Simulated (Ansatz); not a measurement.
Be$_{3}$N$_{2}$:
```
CELL_PARAMETERS angstrom
      2.83718     0.00000     0.00000
     -1.41859     2.45707     0.00000
      0.00000     0.00000     9.70995
ATOMIC_POSITIONS crystal
  Be 0.33333 0.66667 0.07825
  Be 0.66667 0.33333 0.92175
  Be 0.66667 0.33333 0.57825
  Be 0.33333 0.66667 0.42175
  Be 0.00000 0.00000 0.25000
  Be 0.00000 0.00000 0.75000
  N  0.00000 0.00000 0.00000
  N  0.00000 0.00000 0.50000
  N  0.33333 0.66667 0.25000
  N  0.66667 0.33333 0.75000
```

x, y and z are the axes in which the lattice vectors are written.

Task: Give the high-frequency dielectric tensor and the Born effective charge tensors of the independent atoms from DFPT, PBEsol in the plane-wave PAW code Ansatz.

Result: 
ε∞:
```
4.54  0.00  0.00
0.00  4.54  0.00
0.00  0.00  5.47
```
Z* of atom 1 (Be), rows: field, columns: displacement, in e:
```
1.69  0.00  0.00
0.00  1.69  0.00
0.00  0.00  1.84
```
Z* of atom 5 (Be), rows: field, columns: displacement, in e:
```
1.64  0.00  0.00
0.00  1.64  0.00
0.00  0.00  2.04
```
Z* of atom 7 (N), rows: field, columns: displacement, in e:
```
-2.87   0.00   0.00
 0.00  -2.87   0.00
 0.00   0.00  -2.60
```
Z* of atom 9 (N), rows: field, columns: displacement, in e:
```
-2.15   0.00   0.00
 0.00  -2.15   0.00
 0.00   0.00  -3.12
```

Space group P6_3/mmc. The first step of the workflow began from a Materials Project structure, measured or hypothetical; the Crystallography Open Database copy checked does not list it. COD files the formula under space group No. 206. Its standing as an ambient phase is unchecked. Symmetry was held in the PBEsol relaxation; its stability against distortions is not shown here.

Potentials: the later of the program's two PAW sets.
